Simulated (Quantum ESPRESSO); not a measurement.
# Kohn-Sham bands of TiTe2 (P-3m1)

```
TiTe2
1.0
    3.82421     0.00000     0.00000
   -1.91210     3.31186     0.00000
    0.00000     0.00000     6.71825
Ti Te
1 2
Direct
  0.00000   0.00000   0.00000
  0.66667   0.33333   0.74983
  0.33333   0.66667   0.25017
```

Structure: Materials Project mp-1907, symmetrised, not relaxed again. COD (Crystallography Open Database) has an entry of this formula and space group (matched by these alone). Level: LDA, no spin polarisation, no spin-orbit coupling; pw.x of Quantum ESPRESSO at 68 Ry with PseudoDojo potentials, 12×12×4 k-points, Wannier90. Density: 12×12×6 mesh, cold smearing 0.01 Ry. The cell is built of weakly bound layers, chains or molecules, whose nearest atoms lie 4.02 Å apart. Database cells relaxed without dispersion often hold them too far apart, which can enlarge gaps and weakens couplings between them; spacing and stacking were not compared with the measured crystal. Spin-orbit coupling is left out although heavy elements are present.

List the Kohn-Sham levels between −8 and 3.0 eV relative to the Fermi level at the high-symmetry points, as a band run of pw.x on that density gives them (levels within 2 meV counted together).


```
point  k (reciprocal lattice)                                                        levels (eV)
-----  ----------------------  -----------------------------------------------------------------
Γ           0.000 0.000 0.000                -4.87, -1.75 (×2), 0.30, 0.31 (×2), 0.35, 0.92 (×2)
M           0.500 0.000 0.000   -4.76, -3.61, -2.42, -2.31, -1.81, -1.07, 0.01, 1.00, 1.29, 2.46
K           0.333 0.333 0.000   -4.03, -3.53 (×2), -2.33, -2.19 (×2), 0.80, 1.27 (×2), 2.07 (×2)
A           0.000 0.000 0.500               -3.42, -2.32, -1.71 (×2), 0.30 (×2), 0.73 (×2), 0.90
L           0.500 0.000 0.500  -4.83, -4.22, -2.30, -1.97, -1.09, -0.74, -0.23, 1.00, 1.27, 2.72
H           0.333 0.333 0.500   -3.84 (×2), -3.68, -2.92, -1.70 (×2), 0.81, 0.95 (×2), 2.82 (×2)
```
